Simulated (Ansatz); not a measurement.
A geometry of ZnInGaO$_{4}$ away from equilibrium: the start of the relaxation of a relaxed ZnInGaO4 cell shaken by Gaussian noise of σ = 0.08 Å a coordinate. These are r2SCAN (plane waves to 500 eV, PAW, scalar-relativistic; Ansatz, a program for electronic structure) values and carry that method's errors. Γ-centred k-mesh 8×8×8 on the run's cell (coarser than for final values), Fermi–Dirac smearing 0.05 eV.

```xyz
7
Lattice="1.6555 0.9558 8.5872 -1.6555 0.9558 8.5872 0.0000 -1.9116 8.5872" Properties=species:S:1:pos:R:3:forces:R:3 pbc="T T T" free_energy=-15004.457 pressure_GPa=2.5
In    -0.1332     0.0480    25.6255    1.3912   -0.8512    0.4818
Ga    -0.0934    -0.0278     5.5200    0.5887    1.6483   -1.2337
Zn    -0.0084    -0.0700    20.0923   -0.0233    0.3645   -0.3557
O     -0.0078    -0.0269     3.4120   -0.0873   -0.0985    1.2044
O     -0.0291     0.0835    22.6915   -0.4145   -2.1290   -0.5813
O     -0.0230    -0.0652     7.3996   -0.3097    1.0299    0.1857
O      0.0705     0.0889    18.1015   -1.1451    0.0359    0.2987
```

Positions in Å, forces in eV/Å, free energy of the cell in eV (comparable only within this code, potentials and settings). Largest force: 2.25 eV/Å, on O5 (atoms numbered as listed); the geometry lies 0.06 eV/atom above the end of its relaxation.

No spin polarisation in the result.
